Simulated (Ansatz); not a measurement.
**Nb: energy along a strain**

Nb, Im-3m, a = 3.328 Å (as given, not relaxed at this level: -8.5 GPa). Ansatz: PBEsol, PAW, 420 eV, Γ-centred 20×20×20 mesh on 1 atom, Gaussian smearing 0.15 eV; no spin polarisation. Cell vectors (Å): -1.664 1.664 1.664; 1.664 -1.664 1.664; 1.664 1.664 -1.664. The cell is strained by x per cent times the pattern (0 0 1 0 0 0) in the order xx yy zz yz xz xy (engineering shears), with fractional coordinates held. y is the free energy over the start, V0 = 18.428 Å³/atom. Points with a strain past 8.5 % were computed too (3) and aren't used here.

```tsv
x (%)	y (meV/atom)
-7.50	?
-5.00	-14.76
-2.50	-16.14
0.00	0.00
2.50	31.98
5.00	77.68
7.50	135.06
```

Fit y = c1 x + c2 x² + c3 x³ to the other rows, get the stiffness along the pattern, and predict the missing energy.

Least squares on the rows shown. y = 9.7712 x + 1.2583 x² − 0.021311 x³. The clamped-ion stiffness p·C·p = 2 × 12.58 eV × 160.2 / 18.428 Å³ = 219 GPa, which is C33 in these axes (C11 of the cubic crystal) (second derivative at the start, which stands under stress). At x = -7.50 the fit asked for gives 6.49 meV/atom. The run gave 6.58 meV/atom, so the fit is 0.09 meV/atom too low, within twice the rms miss on the fitted rows (0.05 meV/atom).